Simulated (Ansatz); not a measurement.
The start is a generated cell, Sn built in the AFLOW prototype A_hR1_166_a (A_i). Cell shape, volume and atoms are optimised at zero target pressure with PBEsol (plane waves to 420 eV, PAW, scalar-relativistic; Ansatz, a program for electronic structure). First-step values are on the input's coarse k-mesh.

Ansatz input (later rounds restart from its end on a renewed k-mesh):
Ansatz 0.2 input:
```yaml
crystal:
  lattice:
    - [2.3059768, 1.3313563, 1.4883388]
    - [-2.3059768, 1.3313563, 1.4883388]
    - [0, -2.6627126, 1.4883388]
  atoms:
    - { symbol: Sn, position: [0, 0, 0] }
basis: { ecutwfc: 420, ecutrho_ratio: 4, xc_grid: 2, fft_grid_basis: typed }
kpoints: { mp_grid: { grid: [11, 11, 11] } }
hamiltonian:
  xc: pbesol
  dispersion: none
  pseudopotentials: { azcp: { folder: ./paw }, kind: paw }
scf: { occupations: { method: fermi_dirac, width: 0.05 } }
relax: { f_tol: 0.01, max_steps: 100, cell: { stress_tol: 0.02 } }
output: { forces: true, stress: true }
```

By how much does the energy per atom fall from start to end?

0.04 eV/atom.

How do the shortest distances between atoms change?

The closest pairs of elements (up to four, under 3.6 Å), start → end: Sn–Sn 3.05 → 3.03 Å.

Write out the relaxed structure.


Space group Pm-3m (No. 221); a = b = c = 3.0317 Å, α = β = γ = 90.00°

```json
[
 {"atom": "Sn", "site": "1a", "symmetry": "m-3m", "x": "0.0000", "y": "0.0000", "z": "0.0000"}
]
```

Final values are on a 15×15×15 k-mesh of the relaxed cell. No spin polarisation in the result.

The run could not lose the symmetry of its start: the end is stationary, and may be a saddle point rather than a minimum.

The relaxed structure here is a generated cell of Sn: the first start was made by placing the elements on the sites of a structure type, and the end was not matched to a known phase here, so it may be hypothetical. Known forms of Sn include space group No. 141, 227.
